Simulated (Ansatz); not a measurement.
**HfCo3B2: reading a single point**

```
B Co Hf
1.0
     2.44127    4.22840    0.00000
    -2.44127    4.22840    0.00000
     0.00000    0.00000    3.06268
B Co Hf
2 3 1
Direct
  0.33330 0.33340 0.00000
  0.66660 0.66670 0.00000
  0.50000 0.50000 0.50000
  0.50000 0.00000 0.50000
  0.00000 0.50000 0.50000
  0.00000 0.00000 0.00000
```

The numbers come from plane-wave PAW DFT (Ansatz): PBEsol, no spin polarisation, 420 eV, 8×8×11 Γ-centred k points, fermi-dirac occupations (width 0.1 eV). Nothing was relaxed.

Task: Are the atoms at rest?

Result: The forces vanish by the symmetry of the sites.

Task: What do density and ELF say about some of the short contacts?

Result: B–Co at 2.08 Å: least valence density 0.55 e/Å³ and ELF 0.48 there. Co–Co at 2.44 Å: least valence density 0.39 e/Å³ and ELF 0.30 there. Hf–B at 2.82 Å: least valence density 0.21 e/Å³ and ELF 0.17 there. These are pseudo-fields; inside the PAW spheres they differ from the all-electron ones.

Task: Metal or insulator?

Result: It is a metal, with about 2.7 states/eV a cell as the mean within 0.25 eV of the Fermi level, mostly Co d (65 %), Hf d (16 %) and B p (12 %).

Task: What is the formation energy?

Result: -0.62 eV an atom against the elements' usual phases (free molecules for gases, crystals otherwise, with no correction for O₂ or N₂), so it is bound against them; other compounds may still compete. Relaxing would lower it.

Task: How is the charge shared?

Result: Bader charges in e: Hf +1.65, Co -0.30, B -0.38. In the mean Hf gives up most and B takes most.

Task: Is the cell too large or too small?

Result: The pressure is -14.1 GPa (compression positive), so with the atoms held at these fractions the cell would first shrink. The principal stresses -14.6, -14.6, -13.0 GPa differ, so its shape would change too.

Origin: a database entry at a rescaled volume. Caveats: no spin polarisation, so a magnetic state may lie lower; atoms or cell far from equilibrium.
